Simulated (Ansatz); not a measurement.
# SiO$_{2}$: levels and charges under dearer methods

A database entry relaxed whole under r2SCAN at zero pressure (P4_12_12, No. 92):

```
CELL_PARAMETERS angstrom
4.98507 0.00000 0.00000
0.00000 4.98507 0.00000
0.00000 0.00000 6.92725
ATOMIC_POSITIONS crystal
Si 0.30175 0.30175 0.00000
Si 0.19825 0.80175 0.25000
Si 0.69825 0.69825 0.50000
Si 0.80175 0.19825 0.75000
O 0.23845 0.10794 0.18082
O 0.39206 0.73845 0.43082
O 0.76155 0.89206 0.68082
O 0.60794 0.26155 0.93082
O 0.73845 0.39206 0.56918
O 0.89206 0.76155 0.31918
O 0.26155 0.60794 0.06918
O 0.10794 0.23845 0.81918
```

Its volume is 14.35 Å³ an atom, -0.4 % against the entry's 14.40, a measured cell (1973, 338 K).

Single points on this cell with plane-wave PAW DFT (Ansatz 0.2.0; r2SCAN 500 eV, hybrids 420 eV; fermi-dirac occupations of width 0.020 eV; no moments): r2SCAN on a 6×6×4 Γ-centred mesh; HSE06 on a 4×4×4 Γ-centred mesh; PBE0 on a 4×4×4 Γ-centred mesh.

**Question.** How do gap, pressure and charges move from level to level?

**Answer.** The runs give:

| level | gap (eV), or kind | pressure (GPa) | Bader charge of Si (e) | Bader charge of O (e) |
| --- | --- | --- | --- | --- |
| r2SCAN | 6.34 | 0.0 | +3.37 | -1.68 |
| HSE06 | 7.51 | 0.0 | +3.35 | -1.68 |
| PBE0 | 8.27 | -0.1 | +3.35 | -1.68 |

Under r2SCAN the gap is 6.34 eV, over mesh and band path. HSE06 moves it by +1.16 eV and PBE0 by +1.93 eV; PBE0 keeps its exact exchange at long range, which widens the gap over HSE06's by 0.77 eV on their common mesh.

Caveats: the relaxation kept the start's symmetry; HSE06 is read on its mesh and at the zone's corners, PBE0 on its mesh alone; hybrid pressures are good to a few tenths of a GPa; pressure is positive in compression.
